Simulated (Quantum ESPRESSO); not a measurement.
Band energies of AlSb at -3 % isotropic strain

```xyz
2
Lattice="0.0000 2.9852 2.9852 2.9852 0.0000 2.9852 2.9852 2.9852 0.0000" Properties=species:S:1:pos:R:3 pbc="T T T"
Al     0.0000     0.0000     0.0000
Sb     1.4926     1.4926     1.4926
```

PBE (stringent potentials; pw.x of Quantum ESPRESSO, ONCV potentials, without SOC); path ΓXWKΓLUWLK,UX; energies in eV from the valence-band maximum.

```csv
k (1/Å),point,band 9,band 10,band 11,band 12,band 13,band 14,band 15,band 16
0.00,Γ,-28.24,-11.23,0.00,0.00,0.00,2.28,3.17,3.17
0.53,,-28.24,-10.41,-3.26,-1.55,-1.55,1.69,3.16,5.86
1.05,X,-28.24,-8.96,-5.83,-2.42,-2.42,1.06,1.38,9.30
1.58,W,-28.24,-8.93,-5.54,-3.40,-3.05,3.97,4.77,4.81
1.70,,-28.24,-8.95,-5.55,-3.48,-2.79,3.11,4.37,5.41
1.95,K,-28.24,-9.01,-5.58,-3.62,-2.03,1.61,4.19,7.15
2.26,,-28.24,-9.57,-4.99,-3.37,-1.27,2.45,5.22,5.51
2.76,,-28.24,-10.95,-1.95,-0.91,-0.13,2.87,3.44,3.49
3.07,Γ,-28.24,-11.23,0.00,0.00,0.00,2.28,3.17,3.17
3.27,,-28.24,-11.11,-1.23,-0.17,-0.17,2.52,3.43,3.43
3.88,,-28.24,-9.74,-5.66,-0.97,-0.97,1.62,3.77,3.77
3.98,L,-28.24,-9.66,-5.81,-0.99,-0.99,1.60,3.75,3.75
4.41,,-28.24,-9.26,-5.52,-3.29,-1.68,2.03,5.30,5.66
4.62,U,-28.24,-9.01,-5.58,-3.62,-2.03,1.61,4.19,7.15
4.99,W,-28.24,-8.93,-5.54,-3.40,-3.05,3.97,4.77,4.81
5.46,,-28.24,-9.47,-5.65,-2.39,-1.44,2.71,3.43,4.92
5.74,L,-28.24,-9.66,-5.81,-0.99,-0.99,1.60,3.75,3.75
5.90,,-28.24,-9.59,-5.75,-1.64,-1.13,2.15,3.62,4.06
6.30,,-28.24,-9.07,-5.53,-3.65,-1.93,1.74,4.78,6.68
6.38,K,-28.24,-9.01,-5.58,-3.62,-2.03,1.61,4.19,7.15
6.38,U,-28.24,-9.01,-5.58,-3.62,-2.03,1.61,4.19,7.15
6.76,X,-28.24,-8.96,-5.83,-2.42,-2.42,1.06,1.38,9.30
```

The PBE gap is indirect, 1.06 eV, from Γ to X; the smallest direct gap is 2.28 eV.

Spin-orbit coupling is left out, which matters for elements this heavy: edges can move by tenths of an eV.

Geometry strained from the cell relaxed with PBEsol, atoms relaxed again.
